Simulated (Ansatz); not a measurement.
**TiAu: moving Au off its site**

TiAu, Pm-3m, a = 3.254 Å (as given, not relaxed at this level: -4.9 GPa). The structure is a COD entry; whether it is the stable form wasn't checked. Ansatz: PBEsol, PAW, 420 eV, Γ-centred 14×14×14 mesh on 2 atoms, Gaussian smearing 0.15 eV; no spin polarisation.

```xyz
2
Lattice="3.2540 0.0000 0.0000 0.0000 3.2540 0.0000 0.0000 0.0000 3.2540" Properties=species:S:1:pos:R:3 pbc="T T T"
Ti    1.6270    1.6270    1.6270
Au    0.0000    0.0000    0.0000
```

Atom 2 (Au) moves by x along the unit vector (-1.000, 0.000, 0.000), with its periodic images; all else is held. y is the free energy of the cell over the start, F the force along the path summed over the moved atoms. Symmetry makes y even in x.

```tsv
x (Å)	y (meV)	F (eV/Å)
-0.5000	348.3	1.75
-0.2500	75.9	0.61
0.0000	0.0	0.00
0.0625	?	?
0.1250	18.8	-0.30
0.1875	42.6	-0.46
0.3125	119.3	-0.79
0.3750	175.8	-1.04
0.4375	250.9	-1.37
```

Problem. Fit y = c2 x² + c4 x⁴ to the energies of the other rows, give the force constant, and predict energy and force of the missing row.

Solution. Least squares on the rows shown. y = 1108.2 x² + 1114.4 x⁴. The force constant is 2 c2 = 2.22 eV/Å², for the cell as given, at -4.9 GPa (for all images moving together, not for a lone atom). With two atoms in a cubic cell this is the optical mode at Γ (in a metal it hangs on mesh and smearing): ω = 521.5 √(2 c2/μ) = 125 cm⁻¹ for μ = 38.51 u. The force −dy/dx at the missing row is -0.14 eV/Å (computed -0.15). With a term in x⁶ added, the coefficient of x² becomes 1207, 9 % more, which shows how far this figure hangs on the form. At x = 0.0625 the fit asked for gives 4.3 meV. The run gave 4.7 meV, so the fit is 0.4 meV too low, within the rms miss on the fitted rows (1.8 meV).

Spin polarisation was left out, and a magnetic state may lie lower. Spin–orbit coupling is left out, which can shift energies with elements as heavy as these.